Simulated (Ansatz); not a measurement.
## SnTe (Fm-3m): elastic constants by finite strains

Level of theory: LDA, all-electron PAW in Ansatz 0.2.0, datasets made for the crystal, scalar-relativistic.

The cell comes from a PAW relaxation under the same functional.

Command:

```sh
ansatz run input.yaml --threads 1 --pin off --max-ram 2560MiB --backend cpu --events-out ev --progress --plain --runs-dir out
```

Input:

```yaml
crystal:
  lattice:
    - [0.0, 3.11817246533, 3.11817246533]
    - [3.11817246533, 0.0, 3.11817246533]
    - [3.11817246533, 3.11817246533, 0.0]
  atoms:
    - { symbol: Sn, position: [0.0, 0.0, 0.0] }
    - { symbol: Te, position: [0.5, 0.5, 0.5] }
kpoints:
  mp_grid: { grid: [14, 14, 14] }
scf:
  occupations: { method: fixed }
hamiltonian:
  xc: lda
  pseudopotentials: { kind: all_electron, datasets: crystal }
elastic:
  mode: relaxed_ion
  stencil: four_point
  amplitude: 0.005
```

Output:

```
Warning: RAYON_NUM_THREADS=1 ignored (pool sized by the plan → 1); use --threads N
hamiltonian.pseudopotentials.datasets: crystal makes datasets for this crystal and solves the spheres of its atoms anew in each pass: cutoff 240.0 eV, the density's 960.0 eV; recipe db20b0ed8e8c.33, for an error of 0.50 meV an ...
Engine: ansatz 0.2.0, aarch64-unknown-linux-gnu
Pseudopotentials: kind: all_electron
Pseudopotential: Sn, paw, valence charge 14, recommended cutoff 240 eV (normal), crystal/all_electron/lda/scalar/gaussian/Sn, Koelling and Harmon's equation, gaussian nucleus
Pseudopotential: Te, paw, valence charge 16, recommended cutoff 240 eV (normal), crystal/all_electron/lda/scalar/gaussian/Te, Koelling and Harmon's equation, gaussian nucleus
Functional definition: SPW92
  exchange = slater_x
  correlation = pw_c
davidson cushion auto → on  (no smearing: the cushion is to keep the highest requested band from converging to the state above it; pin scf.eigensolver.cushion to override)
Crystal: 2 atoms, lattice volume = 60.636 Å³
Basis set: ecut = 240 eV, 531 PW (Γ)
Bands: 14, of which v1, the nominal top of the filled ones, is band 10 counted from 1 (9 counted from 0)
Symmetry: 48 space group operations
Space group: Fm-3m (ITA 225), of the structure as read, at distance tolerance 3.9e-5 Å
k-points: 104 of 2744
Non-local potential: Sn, projectors of the file, l = 0: 1, l = 1: 1, l = 2: 2
Non-local potential: Te, projectors of the file, l = 0: 1, l = 1: 1
PAW form: soft (Blöchl's): semilocal exchange-correlation on the pseudo side does not see the compensation charge
PAW one-centre angular grid: Sn, 590 points (default); XC on its mesh's 1863 points in the sphere
PAW one-centre angular grid: Te, 110 points (default); XC on its mesh's 1857 points in the sphere
Initial density: superposition of atomic densities (neutral atoms: chi_scale 0, normalization atom)
Initial wavefunctions: pseudopotential atomic-orbital guess
Functional: x = slater, c = lda
[... 162 lines left out ...]
  strains applied: 11, 23; error gains: componentwise 1.00 (the most a stress slope's error grows in a printed constant), spectral 1.73 (1 for all six strains in a standard setting)
  C = ∂σ_k/∂η_j (tension-positive GPa; Voigt order 11 22 33 23 13 12):
       146.328      2.615      2.615     -0.000     -0.000      0.000
         2.615    146.328      2.615      0.000     -0.000     -0.000
         2.615      2.615    146.328     -0.000      0.000      0.000
         0.000     -0.000     -0.000     18.403      0.000     -0.000
        -0.000     -0.000      0.000     -0.000     18.403     -0.000
         0.000     -0.000      0.000     -0.000     -0.000     18.403
  reference stress σ⁰ (GPa):      0.001      0.001      0.001     -0.000      0.000      0.000
  C* (energy form; C + prestress term) asymmetry max|C*_kj − C*_jk| = 2.220e-15 GPa — a small one proves nothing (zero by symmetry where the batch's group is 432, −43m or m−3m); a large one is finite-difference/SCF noise where ...
  moduli (Voigt/Reuss/Hill, GPa): K = 50.52/50.52/50.52   G = 39.78/26.20/32.99   E = 81.28   ν = 0.232
  mechanically stable: yes (min eigenvalue of sym C = 18.40 GPa)
  where every solve meets its electron count the energy-path curvature estimates C_jj along a normal strain and C_jj − ¼(σ⁰_aa + σ⁰_bb) along a shear (ab), closely only under elastic.basis: deformed
  strain η (Voigt 11):  stress-route row diagonal C_11 = 146.33 GPa, energy-path curvature d²(F+E_count)/dδ²/Ω₀ = 146.45 GPa
    cells at ±δ against ±2δ: C11 146.40 and 146.60 GPa, apart by 0.14 % of the column's largest entry
         δ    σ_11 (GPa)             F (eV)   n_scf  n_hpsi   n_pw
    -1.000e-2      -1.5554     -352677.2434075      10  125855    532   relax 0 steps, max|allowed force component| 6.31e-30 eV/Å
    -5.000e-3      -0.7536     -352677.2455847       9  113492    533   relax 0 steps, max|allowed force component| 4.44e-31 eV/Å
     5.000e-3       0.7104     -352677.2456104       9  112083    533   relax 0 steps, max|allowed force component| 3.45e-30 eV/Å
     1.000e-2       1.3767     -352677.2436290       8  107534    533   relax 0 steps, max|allowed force component| 2.60e-29 eV/Å
  strain η (Voigt 23):  stress-route row diagonal C_44 = 18.40 GPa, energy-path curvature d²(F+E_count)/dδ²/Ω₀ = 18.57 GPa
    cells at ±δ against ±2δ: C44 18.41 and 18.41 GPa, apart by 0.04 % of the column's largest entry
         δ    σ_23 (GPa)             F (eV)   n_scf  n_hpsi   n_pw
    -1.000e-2      -0.1841     -352677.2459414       8  189965    533   relax 0 steps, max|allowed force component| 1.58e-29 eV/Å
    -5.000e-3      -0.0920     -352677.2462028       9  197179    533   relax 0 steps, max|allowed force component| 1.66e-29 eV/Å
     5.000e-3       0.0920     -352677.2462028       9  188570    533   relax 0 steps, max|allowed force component| 7.89e-31 eV/Å
     1.000e-2       0.1841     -352677.2459414       7  172041    533   relax 0 steps, max|allowed force component| 1.97e-29 eV/Å
```

The calculation finished and met its thresholds.

### Elastic constants

Elastic constants of a crystal by Kohn-Sham DFT: slopes of the stress over finite engineering strains of the given cell, Voigt indices, Cartesian axes as in the input.

| Property | Result |
| --- | --- |
| Pressure at rest | -0.001 GPa |
| Least elastic eigenvalue | 18.4 GPa |
| Elastically stable | yes |

| index | elastic (GPa) |
| --- | --- |
| 11 | 146.3 |
| 12 | 2.61 |
| 44 | 18.4 |

### Elastic moduli

Hill averages of a grain aggregate, Debye temperature from the mean sound speed over directions.

```json
{"Bulk modulus": "50.52 GPa", "Shear modulus": "32.99 GPa", "Young modulus": "81.28 GPa", "Poisson ratio": "0.2318", "Bulk over shear modulus": "1.531", "Elastic anisotropy index": "2.593", "Least young modulus": "49.23 GPa", "Largest young modulus": "146.2 GPa", "Longitudinal sound speed": "3743 m/s", "Transverse sound speed": "2212 m/s", "Elastic debye temperature": "221.7 K", "Linear compressibility (x, y, z)": "6.598, 6.598, 6.598 1/TPa", "Zener ratio": "0.2561", "Cauchy pressure": "-15.79 GPa"}
```

Strained cells:

Stress of each strained cell less that at rest, tension positive.

```csv
strain component,strain,stress xx (GPa),stress yy (GPa),stress zz (GPa),stress yz (GPa),stress xz (GPa),stress xy (GPa),relaxation steps
xx,-0.01,-1.556,-0.024,-0.024,0,0,0,0
xx,-0.005,-0.7545,-0.0125,-0.0125,0,0,0,0
xx,0.005,0.7095,0.0136,0.0136,0,0,0,0
xx,0.01,1.376,0.0283,0.0283,0,0,0,0
yz,-0.01,0.0005,-0.0008,-0.0008,-0.1841,0,0,0
yz,-0.005,0.0001,-0.0002,-0.0002,-0.092,0,0,0
yz,0.005,0.0001,-0.0002,-0.0002,0.092,0,0,0
yz,0.01,0.0005,-0.0008,-0.0008,0.1841,0,0,0
```

Keep in mind: the gap is tiny at this level, and band order or a closed gap can change these values; rock-salt SnTe distorts to a rhombohedral form at low temperature, and its gap hangs on spin-orbit coupling.

Cost: 4.2 min on 1 thread of Arm Neoverse V1, with other jobs on the host, peak memory 1 GiB.
